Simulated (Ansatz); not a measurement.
Cell and atoms are relaxed with the symmetry kept. Start:

Space group Pmm2 (No. 25). a = 3.229 Å, b = 4.970 Å, c = 5.304 Å, α = 90.00°, β = 90.00°, γ = 90.00°
| atom | site | symmetry | x | y | z |
| --- | --- | --- | --- | --- | --- |
| Mg | 1b | mm2 | 0.0000 | 0.5000 | 0.3346 |
| Cd | 1a | mm2 | 0.0000 | 0.0000 | 0.0040 |
| Cd | 1c | mm2 | 0.5000 | 0.0000 | 0.4980 |
| Cd | 1d | mm2 | 0.5000 | 0.5000 | 0.8300 |

Level of theory: DFT r2SCAN, scalar-relativistic, plane waves, PAW in Ansatz.

Settings: cutoff 500 eV, Γ-centred mesh 14×8×8 on the computed 4-atom cell, Gaussian smearing of 0.10 eV; no spin polarisation.

Problem. What does it relax to?

Solution. The volume drops by 0.05 Å³/atom to 21.23 Å³/atom, and the energy falls by 0.3 meV/atom. Final structure:
```
Mg Cd
1.0
     3.20168    0.00000    0.00000
     0.00000    4.97099    0.00000
     0.00000    0.00000    5.33535
Mg Cd
1 3
Direct
  0.00000 0.50000 0.33371
  0.00000 0.00000 0.00468
  0.50000 0.00000 0.49962
  0.50000 0.50000 0.82865
```

Course of the relaxation (steps run on the plane waves of an earlier cell, and the basis is chosen afresh near the end, so energy and pressure can step there; trial steps that raised the energy were taken back; energies are free energies):

| step | E − E_final (meV/atom) | largest force component (eV/Å) | P (GPa) | V (Å³/atom) |
| --- | --- | --- | --- | --- |
| 1 | 0.3 | 0.027 | -0.07 | 21.28 |
| 2 | 0.0 | 0.008 | 0.00 | 21.24 |
| 3 | 0.0 | 0.004 | 0.00 | 21.23 |
| 4 | 0.0 | 0.004 | 0.00 | 21.23 |